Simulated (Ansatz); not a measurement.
In₃Ru in space group P4_2/mnm (No. 136; In on 8j, In on 4c, Ru on 4f) under volume change, r²SCAN in the plane-wave PAW code Ansatz, shape and atoms relaxed at each volume.

| V (Å³/atom) | E − E(relaxed) (meV/atom) | P (GPa) |
|---|---|---|
| 20.467 | (withheld) | (withheld) |
| 21.142 | 26.6 | 6.71 |
| 21.817 | 6.3 | 3.07 |
| 22.492 | 0.0 | 0.00 |
| 23.166 | 5.6 | -2.58 |
| 23.841 | 21.1 | -4.73 |
| 24.516 | (withheld) | (withheld) |

**Question.** Fill in the missing entries.

**Answer.** 
- 20.467, E − E(relaxed) (meV/atom): 63.7
- 20.467, P (GPa): 11.03
- 24.516, E − E(relaxed) (meV/atom): 44.9
- 24.516, P (GPa): -6.52

**Question.** What does a third-order Birch–Murnaghan fit give for V₀, B₀ and B′?

**Answer.** V₀ = 22.49 Å³/atom, B₀ = 93.2 GPa, B′ = 4.8.

The first step of the workflow began from a Materials Project structure, measured or hypothetical; the Crystallography Open Database copy checked does not list it. Its standing as an ambient phase is unchecked. The r²SCAN relaxation kept the symmetry of its start; its stability against distortions is not shown here. No spin polarisation was allowed.

Potentials: the later of the program's two PAW sets.
